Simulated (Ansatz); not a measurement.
KTaO₃ (cubic perovskite)

```yaml
crystal:
  lattice:
    - [3.98928, 0.00000, 0.00000]
    - [0.00000, 3.98928, 0.00000]
    - [0.00000, 0.00000, 3.98928]
  atoms:
    - { symbol: K, position: [0.00000, 0.00000, 0.00000] }
    - { symbol: Ta, position: [0.50000, 0.50000, 0.50000] }
    - { symbol: O, position: [0.00000, 0.50000, 0.50000] }
    - { symbol: O, position: [0.50000, 0.50000, 0.00000] }
    - { symbol: O, position: [0.50000, 0.00000, 0.50000] }
```

The slice is a {210} plane (indices of the conventional cell) through the point (0.000, 0.500, 0.500) (fractional), spanned by u = [100] and v = [021] in vectors of this cell: u (3.99 Å) and v (8.92 Å, at 90° to u). It covers one period; positions are fractions (u, v).

Calculation: r2SCAN (plane waves to 500 eV, PAW, scalar-relativistic; Ansatz, a program for electronic structure). k mesh 8×8×8. Near the nuclei the fields are pseudised (PAW); where an atom keeps semicore shells as valence, they peak there. KTaO3 is run without spin polarisation. KTaO3 was relaxed with its symmetry unable to fall. Spin-orbit coupling is left out, though Ta is heavy. The PAW data are Ansatz's earlier set.

Problem. Predict the map of the electron localisation function (ELF) on the slice.

Solution. 
```
|x@@-+@xx@+-@@|
|@@%::#@@#::%@|
|%#=. .::. .=#|
|..  .----.  .|
|    -*%%*-   |
|-:  :#%%#:  :|
|%#: .+##+. :#|
|@@+  :--:  +@|
|@%+        +%|
|#*:   ..   :*|
|:.  :*##*:  .|
|   .#@@@@#.  |
|   +@@xx@@+  |
|  .*@@xx@@*. |
|   +@@xx@@+  |
|   .#@@@@#.  |
|:.  :*##*:  .|
|#*:   ..   :*|
|@%+        +%|
|@@+  :--:  +@|
|%#: .+##+. :#|
|-:  :#%%#:  :|
|    -*%%*-   |
|..  .----.  .|
|%#=. .::. .=#|
|@@%::#@@#::%@|
|x@@-+@xx@+-@@|
|xx@-#%xx%#-@x|
```
Scale: ten equal steps from 0.01 (start of ' ') to 0.82 (end of '@'), in the order ' .:-=+*#%@'. Values: electron localisation function (ELF). The map has 13 points along u (one character each, u = 0 at the left) and 28 along v (v = 0 in the bottom row). Points within 0.4 Å of a nucleus are blanked (x), as the pseudised field means little there.
